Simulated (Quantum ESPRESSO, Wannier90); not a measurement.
# KF (rock salt): Wannier90 run

```
KF
1.0
    0.00000     2.65442     2.65442
    2.65442     0.00000     2.65442
    2.65442     2.65442     0.00000
K F
1 1
Direct
  0.00000   0.00000   0.00000
  0.50000   0.50000   0.50000
```

Structure: Materials Project mp-463, symmetrised, not relaxed again. COD (Crystallography Open Database) has an entry of this formula and space group (matched by these alone). Level: LDA, no spin polarisation, no spin-orbit coupling; pw.x of Quantum ESPRESSO at 68 Ry with PseudoDojo potentials, 8×8×8 k-points, Wannier90. Density: 10×10×10 mesh, cold smearing 0.01 Ry.

The lattice is scaled uniformly with fixed fractional positions, and at each scale an atom-like model (K s, F sp; disentangled, num_iter = 0) is made. Listed is the largest hopping of each kind of orbital pair shown, with the distance of the two functions' centres at scale 1; the mesh was not varied.

| scale | gap (eV) | modulus of t, F2 s–K1 s at 2.65 Å (eV) |
|---|---|---|
| 0.960 | 6.611 | 1.415 |
| 0.980 | 6.249 | 1.371 |
| 1.000 | 5.923 | 1.322 |
| 1.020 | 5.628 | 1.284 |
| 1.040 | 5.357 | 1.249 |

Task: With |t| ∝ d^(−η), find η for each hopping from the ends of the series, and the volume deformation potential of the gap at scale 1.

Result: 
- F2 s–K1 s at 2.65 Å: η = −ln(1.249/1.415)/ln(1.040/0.960) = 1.6
Harrison's rules would take η = 2.0 for these pairs; they describe atomic orbitals, while these are orthogonalised and change shape with the volume.
Volume deformation potential of the gap: dE_g/d ln V = (5.628 − 6.249)/(3 ln(1.020/0.980)) = -5.2 eV.
